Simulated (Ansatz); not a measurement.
TaNiTe2:
```xyz
16
Lattice="7.9157 0.0000 0.0000 0.0000 7.6454 0.0000 0.0000 0.0000 6.2825" Properties=species:S:1:pos:R:3 pbc="T T T"
Ta     6.2953     0.0000     3.1412
Ta     1.6204     0.0000     3.1412
Ta     5.5782     0.0000     0.0000
Ta     2.3374     0.0000     0.0000
Ni     0.0000     6.7939     5.3848
Ni     0.0000     0.8515     0.8977
Ni     3.9578     0.8515     2.2436
Ni     3.9578     6.7939     4.0389
Te     0.0000     6.0074     1.5803
Te     0.0000     1.6380     4.7022
Te     3.9578     1.6380     4.7215
Te     3.9578     6.0074     1.5610
Te     1.9789     5.3273     4.7119
Te     5.9367     2.3181     1.5706
Te     1.9789     2.3181     1.5706
Te     5.9367     5.3273     4.7119
```

This is the r²SCAN-relaxed structure.

### Question
All from plane-wave PAW r²SCAN (Ansatz code), unless another level is named. Estimate the electronic character.

### Answer
metallic (no gap).

### Question
Predict the density of states at the Fermi level.

### Answer
0.43 states/eV per atom (mean over ±0.08 eV).

### Question
What about the formation energy from the elements (no fitted shifts)?

### Answer
-0.42 eV/atom.

Space group Pmna. The first step of the workflow began from a Materials Project structure, measured or hypothetical; the Crystallography Open Database copy checked does not list it. Its standing as an ambient phase is unchecked. The cell was relaxed with r²SCAN under the symmetry of its start; whether a distortion lowers the energy is not shown. The run is not spin-polarised. A crystal of weakly bound layers computed without a dispersion correction: the cell and the soft elastic constants depend strongly on that. The references are the lowest solids computed at this level, not always the standard phases. Spin–orbit coupling is left out wherever it is not named.

Potentials: the later of the program's two PAW sets.
